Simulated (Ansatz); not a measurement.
Ge:
```xyz
8
Lattice="0.0000 6.3015 6.3015 6.3015 0.0000 6.3015 6.3015 6.3015 0.0000" Properties=species:S:1:pos:R:3 pbc="T T T"
Ge     5.4021     7.2009     5.4021
Ge     8.5528    10.3517    10.3517
Ge     5.4021     5.4021     7.2009
Ge    10.3517     8.5528    10.3517
Ge     7.2009     7.2009     7.2009
Ge     8.5528     8.5528     8.5528
Ge     7.2009     5.4021     5.4021
Ge    10.3517    10.3517     8.5528
```

Relaxed with r²SCAN. Special points in fractions of this cell's reciprocal vectors: Γ (0.000, 0.000, 0.000); X (0.500, 0.000, 0.500); U (0.625, 0.250, 0.625); K (0.375, 0.375, 0.750); L (0.500, 0.500, 0.500); W (0.500, 0.250, 0.750).

Task: List the band energies nearest the Fermi level at these points for plane-wave PAW r²SCAN (Ansatz code).

Result: In eV from the Fermi level; about four levels below and three above (degenerate sets whole), none deeper than 8.9 eV; points with the same levels are listed once.

```csv
k,below,above
Γ,-1.67 -1.67 -0.36 -0.36 -0.36,0.79 0.79 1.64 1.64 1.64
X,-0.94 -0.94 -0.85 -0.85,0.49 0.49 1.57 1.57
U,-1.09 -1.00 -0.87 -0.63,0.51 0.81 1.21
L,-1.40 -1.40 -0.05 -0.05,0.14 0.14 1.04
W,-0.92 -0.92 -0.90 -0.90,0.78 0.78 1.23 1.23
```

Space group Fd-3m. The start of the workflow was typed in or built on a structure type. Its sites differ from those of the usual phase in this space group: another stacking or structure type. The r²SCAN relaxation kept the symmetry of its start; whether a distortion lowers the energy is not shown. The volume moved by 44 % from the start of the relaxation. Spin–orbit coupling is left out wherever it is not named.

Potentials: the later of the program's two PAW sets.
